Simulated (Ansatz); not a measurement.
Consider the following.

AgW:
```
AgW
1.0
    2.66559     0.00000     0.00000
    0.00000     2.66559     0.00000
    0.00000     0.00000     4.55420
Ag W
1 1
Direct
  0.00000   0.00000   0.00000
  0.50000   0.50000   0.50000
```

This is the r²SCAN-relaxed structure. Cartesian axes are those of the cell as given.

Q: All from DFT-r²SCAN in the program Ansatz with PAW potentials, unless another level is named. Predict the bulk modulus (Birch–Murnaghan fit).

A: 202 GPa.

Q: Next, the elastic constants (relaxed ions, GPa)?

A: C11 = 438, C12 = 111, C13 = 134, C33 = 265, C44 = 93.9, C66 = -12.5.

Space group P4/mmm (L1₀ or tetragonal B2). The start of the workflow was typed in or built on a structure type; neither database checked (COD, Materials Project) lists it. Whether it is the stable phase at ambient conditions was not checked. The r²SCAN relaxation kept the symmetry of its start. At this level the phase is mechanically unstable. The run is not spin-polarised. Its formation energy is positive at this level, so the cell may be metastable or incomplete. As this level gives no gap, shear constants depend on the k-mesh and smearing (Fermi–Dirac, 0.1 eV here). On the denser mesh and wider smearing of the elastic run this cell carries a stress of 0.7 GPa. Scalar-relativistic: spin–orbit coupling is off unless named, which matters more the heavier the elements.

Potentials: the later of the program's two PAW sets.
